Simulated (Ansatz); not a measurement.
Q: Name crystals whose computed values (the program Ansatz at the LDA level (PAW)) fall in these windows: electron conductivity mass (mₑ) 0.084 to 0.11; B₀ by P(V) fit (GPa) 33 to 46.

A: 

```json
[
 {"crystal": "SnSe, Pnma (Sn on 4c, Se on 4c)", "electron conductivity mass (mₑ)": "0.099", "B₀ by P(V) fit (GPa)": "39.7"},
 {"crystal": "GeAs, C2/m (Pearson symbol mS24)", "electron conductivity mass (mₑ)": "0.085", "B₀ by P(V) fit (GPa)": "38.1"}
]
```
Others may fit too.

Typed or built starts, not in the databases checked: GeAs, C2/m (Pearson symbol mS24). Weakly bound layers, chains or molecules computed without a dispersion correction, so cells and soft constants are ill determined: SnSe, Pnma (Sn on 4c, Se on 4c); GeAs, C2/m (Pearson symbol mS24). All cells were relaxed under the symmetry of their starts (and spin orders); stability against distortions was not tested throughout. Spin–orbit coupling is left out wherever it is not named.

Potentials: the later of the program's two PAW sets.
